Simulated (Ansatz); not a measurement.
Here is an unrelaxed guess for AlO2.

```
Al O
1.0
     2.59860    0.00000    0.00000
     0.00000    2.59860    0.00000
     0.00000    0.00000    4.98415
Al O
1 2
Direct
  0.00000 0.00000 0.59059
  0.00000 0.00000 0.90807
  0.50000 0.50000 0.67064
```

All numbers below come from DFT PBE, scalar-relativistic, plane waves, PAW in Ansatz. Plane waves to 420 eV, a k mesh through Γ of 6×6×4 on the computed 3-atom cell and Gaussian smearing (0.10 eV); collinear spin from starting moments 0.0 1.0 1.0 μB.

The zero of energy is the elements' standard structures at the same level (O₂ as a molecule); no fitted shifts are applied.

Problem. What does a single point on this coarse mesh give?

Solution. The pressure is 41.3 GPa (the mean over three directions, positive in compression), the largest force is 10.06 eV/Å, and the energy is −0.30 eV/atom against the elements. The shortest distance is 1.58 Å.

Problem. How much does it gain on relaxing, and where does it end?

Solution. Relaxing gains about 1.7 eV/atom (the start's value is from the coarse mesh, so the gain is rough) in 22 ionic steps and ends at −1.96 eV/atom on the finer mesh. The symmetry goes from P4mm (No. 99) to P4/mmm (No. 123). The volume per atom shrinks by 17.3 %, from 11.2 to 9.3 Å³. The shortest distance goes from 1.58 Å (Al–O) to 1.85 Å (Al–O). Conventional cell: a = 2.742 Å, c = 3.702 Å. Al is surrounded by 6 O at 1.85–1.94 Å; O on its first site is surrounded by 2 Al at 1.85 Å; O on its second site has 4 Al at 1.94 Å.

The last run used collinear spin, a 16×16×12 mesh (in the run's order of axes) for its 3-atom cell and Gaussian smearing of 0.10 eV. Another magnetic order may lie lower. The relaxation can't lower the symmetry of the start. Symmetry constrained the relaxation, so the result can be a saddle point. Another cell of AlO2 relaxed alike, in Pnma (a cell as deposited in COD), lies 171 meV/atom lower, so this cell isn't the stable form at this level.
